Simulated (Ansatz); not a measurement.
CoPdN2:
```
CoPdN2
1.0
    1.38179     0.79777     6.00649
   -1.38179     0.79777     6.00649
    0.00000    -1.59555     6.00649
Co Pd N
1 1 2
Cartesian
  0.00000   0.00000   9.00973
  0.00000   0.00000   0.00000
  0.00000   0.00000  16.05666
  0.00000   0.00000   1.96281
```
The run is spin-polarised; directions of the spins, atom by atom: ↑ 0 0 0.

Relaxed with r²SCAN. Special points in fractions of this cell's reciprocal vectors: Γ (0.000, 0.000, 0.000); T (0.500, 0.500, 0.500); H2 (0.822, 0.178, 0.500); H0 (0.500, -0.178, 0.178); L (0.500, 0.000, 0.000); S0 (0.339, -0.339, 0.000); S2 (0.661, 0.000, 0.339); F (0.500, 0.000, 0.500).

List the band energies nearest the Fermi level at these points for r²SCAN in the plane-wave PAW code Ansatz.

In eV from the Fermi level; about four levels below and three above (degenerate sets whole), none deeper than 8.9 eV; … stands for higher levels left out; points with the same levels are listed once.

```tsv
k	below	above
Γ ↑	-1.76 -1.76 -1.76 -0.01 -0.01	3.82 3.82 …
T ↑	-2.52 -2.52 -2.31 -2.31 -0.78	0.94 0.94 3.37 3.37
H2 ↑	-1.73 -1.70 -1.15 -0.81	1.34 2.68 3.28
L ↑	-1.76 -1.06 -0.44 -0.42	2.05 2.85 3.16
S0 ↑	-1.75 -1.57 -1.30 -0.70	1.30 2.73 3.22
F ↑	-1.88 -1.81 -0.91 -0.42	1.10 3.70 3.83
Γ ↓	-1.66 -1.26 -1.26 -1.04	0.35 0.35 …
T ↓	-2.44 -2.44 -1.31 -1.31 -0.07	1.24 1.24 …
H2 ↓	-2.33 -1.36 -0.88 -0.47	0.15 1.68 3.06
L ↓	-0.63 -0.42 -0.24 -0.05	2.12 3.19 …
S0 ↓	-2.34 -1.33 -0.89 -0.50	0.20 1.64 3.10
F ↓	-1.57 -0.63 -0.42 -0.02	1.40 4.12 …
```

Space group R-3m. The start of the workflow was typed in or built on a structure type; neither database checked (COD, Materials Project) lists it. Its standing as an ambient phase is unchecked. Symmetry was held in the r²SCAN relaxation; its stability against distortions is not shown here. Spin order of the final state: ferromagnetic, the only order run, not a proven ground state. Its formation energy is positive at this level, so the cell may be metastable or incomplete. Other orbital occupations within this spin state were not tried. No Hubbard U is applied. Spin–orbit coupling is left out wherever it is not named.

Potentials: the later of the program's two PAW sets.
